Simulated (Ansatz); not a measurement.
BaTiO3:
```cif
data_BaO3Ti
_chemical_formula_sum 'Ba1 Ti1 O3'
_space_group_name_H-M_alt 'Pm-3m'
_space_group_IT_number 221
_space_group_name_Hall '-P 4 2 3'
_cell_length_a 3.96988
_cell_length_b 3.96988
_cell_length_c 3.96988
_cell_angle_alpha 90.000
_cell_angle_beta 90.000
_cell_angle_gamma 90.000
loop_
_atom_site_label
_atom_site_type_symbol
_atom_site_symmetry_multiplicity
_atom_site_Wyckoff_symbol
_atom_site_fract_x
_atom_site_fract_y
_atom_site_fract_z
_atom_site_occupancy
Ba1 Ba 1 a 0.00000 0.00000 0.00000 1
Ti1 Ti 1 b 0.50000 0.50000 0.50000 1
O1 O 3 c 0.00000 0.50000 0.50000 1
```

Relaxed with PBEsol. PBEsol (plane waves, PAW; program Ansatz) gives a gap of 1.82 eV.

Problem. What gap does HSE06 give on the same cell (Ansatz, PAW)?

Solution. 3.26 eV, 1.44 eV more. The hybrid was solved on a coarser mesh and at special points; its gap is the smallest among all of these.

```
k  v1 PBEsol  c1 PBEsol  v1 HSE06  c1 HSE06
-  ---------  ---------  --------  --------
Γ      -0.08       1.82     -0.06      3.26
R       0.00       4.38         …         …
M      -0.05       3.68         …         …
X      -0.68       1.96         …         …
```

Problem. Top valence (v1) and lowest conduction level (c1) in eV from each method's valence maximum (which need not be a listed point): supply the withheld HSE06 values.

Solution. 
- M, v1 HSE06: -0.05
- M, c1 HSE06: 5.27
- X, v1 HSE06: -0.73
- X, c1 HSE06: 3.41
- R, v1 HSE06: 0.00
- R, c1 HSE06: 6.08

Cost on shared cores: the PBEsol run (SCF on a 7×7×7 mesh, then bands and DOS) very roughly 19 core-seconds, the HSE06 run (SCF on 4×4×4, then a few points) very roughly 80 core-seconds; the tasks are unlike.

This is a known high-temperature phase of the composition, computed here at zero pressure and temperature. Symmetry was held in the PBEsol relaxation; whether a distortion lowers the energy is not shown. The run is not spin-polarised. Spin–orbit coupling is left out wherever it is not named.

Potentials: the later of the program's two PAW sets.
